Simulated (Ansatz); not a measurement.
## Zone-centre modes in ZnO

The calculation used DFT r2SCAN, scalar-relativistic, plane waves, PAW (Ansatz 0.2.0). Settings: plane waves to 500 eV, k-mesh 12×12×6 (Γ-centred), Gaussian smearing 0.05 eV. No spin polarisation.

The undisturbed cell (as given, not relaxed at this level):

```
Zn O
1.0
     3.24940    0.00000    0.00000
    -1.62470    2.81406    0.00000
     0.00000    0.00000    5.20380
Zn O
2 2
Direct
  0.33333 0.66667 0.00000
  0.66667 0.33333 0.50000
  0.33333 0.66667 0.38210
  0.66667 0.33333 0.88210
```

Harmonic modes by finite displacements of 0.02 Å, without the LO–TO term.

Problem. At this geometry, is the structure stable against these modes?

Solution. Yes: no mode is imaginary beyond 10 cm⁻¹, and only the three translations lie near zero.

Problem. List the wavenumbers in cm⁻¹.

Solution. 0, 0, 0, 94, 94, 255, 362, 395, 395, 426, 426, 533.

Cost: 1 run of about 5.1 core-minutes, on Arm Neoverse V1 (shared hosts).